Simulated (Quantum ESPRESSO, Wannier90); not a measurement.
# Tight-binding from DFT: InAs (wurtzite)

```
CELL_PARAMETERS angstrom
      4.31140     0.00000     0.00000
     -2.15570     3.73378     0.00000
      0.00000     0.00000     7.08879
ATOMIC_POSITIONS crystal
  In 0.66667 0.33333 0.50059
  In 0.33333 0.66667 0.00059
  As 0.66667 0.33333 0.87491
  As 0.33333 0.66667 0.37491
```

Cell from Materials Project (mp-1007652), symmetrised, no further relaxation. Not found in the COD (Crystallography Open Database) copy used, which has the formula in other groups; not checked further. Level: LDA, no spin polarisation, no spin-orbit coupling; pw.x of Quantum ESPRESSO at 64 Ry with PseudoDojo potentials, 6×6×4 k-points, Wannier90. Density: 12×12×6 mesh, cold smearing 0.01 Ry. Spin-orbit coupling is left out although heavy elements are present.

Energies are relative to the Fermi level.

**Bands.** No gap over 0.05 eV opens at the Fermi level at this level of theory. 3 filled groups are cut off by gaps; the highest, bands 21–22, spans -11.79 to -9.85 eV and is As 4s 63 %, In 5p 21 %, In 5s 10 %.

**Model.** 16 functions (In sp, As sp) from bands 21-46, frozen to 1.50 eV, reach Ω_I = 26.14 Å² and follow pw.x to 3.6 meV rms (states up to 1.0 eV relative to the Fermi level).

**Frozen window.** Edge, Ω_I and misfit go -1.5 eV, 25.51 Å², 36 meV; 1.0 eV, 25.70 Å², 3.7 meV; 1.5 eV, 26.14 Å², 3.6 meV; 2.5 eV, 27.69 Å², 3.7 meV. Ω_I never falls as the edge rises, since each frozen state takes freedom from the choice of the smoothest subspace. The edges under the compared range leave its upper states unfrozen, and their misfit is the largest.

**No window.** Without a frozen window Ω_I drops to 25.01 Å² while the misfit grows to 80 meV: a small spread is no proof of good bands.

**Outer window.** The setting "only the lowest 18 of the kept bands" raises Ω_I to 37.86 Å², as fewer states are left to mix in, and the misfit goes to 4.5 meV.

**Stops.** With the frozen window to 7.36 eV the program stops (More states in the frozen window than target WFs).
